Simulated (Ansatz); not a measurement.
Nb₄AlC₃:
```yaml
crystal:
  lattice:
    - [3.12141, 0.00000, 0.00000]
    - [-1.56071, 2.70322, 0.00000]
    - [0.00000, 0.00000, 24.12971]
  atoms:
    - { symbol: Al, position: [0.33333, 0.66667, 0.25000] }
    - { symbol: Al, position: [0.66667, 0.33333, 0.75000] }
    - { symbol: Nb, position: [0.00000, 0.00000, 0.84318] }
    - { symbol: Nb, position: [0.00000, 0.00000, 0.15682] }
    - { symbol: Nb, position: [0.00000, 0.00000, 0.34318] }
    - { symbol: Nb, position: [0.00000, 0.00000, 0.65682] }
    - { symbol: Nb, position: [0.66667, 0.33333, 0.94494] }
    - { symbol: Nb, position: [0.33333, 0.66667, 0.05506] }
    - { symbol: Nb, position: [0.33333, 0.66667, 0.44494] }
    - { symbol: Nb, position: [0.66667, 0.33333, 0.55506] }
    - { symbol: C, position: [0.33333, 0.66667, 0.89171] }
    - { symbol: C, position: [0.66667, 0.33333, 0.10829] }
    - { symbol: C, position: [0.66667, 0.33333, 0.39171] }
    - { symbol: C, position: [0.33333, 0.66667, 0.60829] }
    - { symbol: C, position: [0.00000, 0.00000, 0.50000] }
    - { symbol: C, position: [0.00000, 0.00000, 0.00000] }
```

Relaxed with PBEsol. Special points in fractions of this cell's reciprocal vectors: Γ (0.000, 0.000, 0.000); M (0.500, 0.000, 0.000); K (0.333, 0.333, 0.000); A (0.000, 0.000, 0.500); L (0.500, 0.000, 0.500); H (0.333, 0.333, 0.500).

Task: List the band energies nearest the Fermi level at these points for plane-wave PAW PBEsol with spin–orbit coupling (Ansatz code).

Result: In eV from the Fermi level; about four levels below and three above (degenerate sets whole), none deeper than 8.9 eV; points with the same levels are listed once.

```
k                    below                                    above
-  -----------------------  ---------------------------------------
Γ  -0.18 -0.18 -0.17 -0.17                      0.41 0.41 0.41 0.41
M  -1.05 -1.05 -0.99 -0.99                      0.84 0.84 0.86 0.86
K  -1.29 -1.29 -1.24 -1.24                      0.63 0.63 0.68 0.68
A  -0.19 -0.19 -0.19 -0.19  0.42 0.42 0.42 0.42 0.42 0.42 0.42 0.42
L  -1.02 -1.02 -1.02 -1.02                      0.85 0.85 0.85 0.85
H  -1.29 -1.29 -1.24 -1.24                      0.64 0.64 0.69 0.69
```

Space group P6_3/mmc. The first step of the workflow began from a Materials Project structure, measured or hypothetical; the Crystallography Open Database copy checked does not list it. Whether it is the stable phase at ambient conditions was not checked. The PBEsol relaxation kept the symmetry of its start; whether a distortion lowers the energy is not shown. No spin polarisation was allowed.

Potentials: the later of the program's two PAW sets.
